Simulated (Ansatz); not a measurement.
PtC:
```xyz
2
Lattice="0.0000 2.3480 2.3480 2.3480 0.0000 2.3480 2.3480 2.3480 0.0000" Properties=species:S:1:pos:R:3 pbc="T T T"
Pt     0.0000     0.0000     0.0000
C      1.1740     1.1740     1.1740
```

Relaxed with r²SCAN. Special points in fractions of this cell's reciprocal vectors: Γ (0.000, 0.000, 0.000); X (0.500, 0.000, 0.500); U (0.625, 0.250, 0.625); K (0.375, 0.375, 0.750); L (0.500, 0.500, 0.500); W (0.500, 0.250, 0.750).

Problem. List the band energies nearest the Fermi level at these points for r²SCAN with spin–orbit coupling in the plane-wave PAW code Ansatz.

Solution. In eV from the Fermi level; about four levels below and three above (degenerate sets whole), none deeper than 8.9 eV; … stands for higher levels left out; points with the same levels are listed once.

| k | below | above |
|---|---|---|
| Γ | -4.25 -4.25 -4.25 -4.25 | 3.05 3.05 4.83 4.83 4.83 4.83 |
| X | -0.70 -0.70 -0.48 -0.48 | … |
| U | -3.53 -1.93 -1.89 -0.68 | 0.04 0.70 0.98 |
| L | -3.46 -3.46 -2.42 -2.42 | 2.45 2.45 2.48 2.48 |
| W | -2.86 -2.66 -0.92 -0.81 | 0.80 1.53 … |

Space group F-43m (zinc blende). The start of the workflow was typed in or built on a structure type; neither database checked (COD, Materials Project) lists it. Whether it is the stable phase at ambient conditions was not checked. The cell was relaxed with r²SCAN under the symmetry of its start; whether a distortion lowers the energy is not shown. The run is not spin-polarised. Its formation energy is positive at this level, so the cell may be metastable or incomplete.

Potentials: the later of the program's two PAW sets.
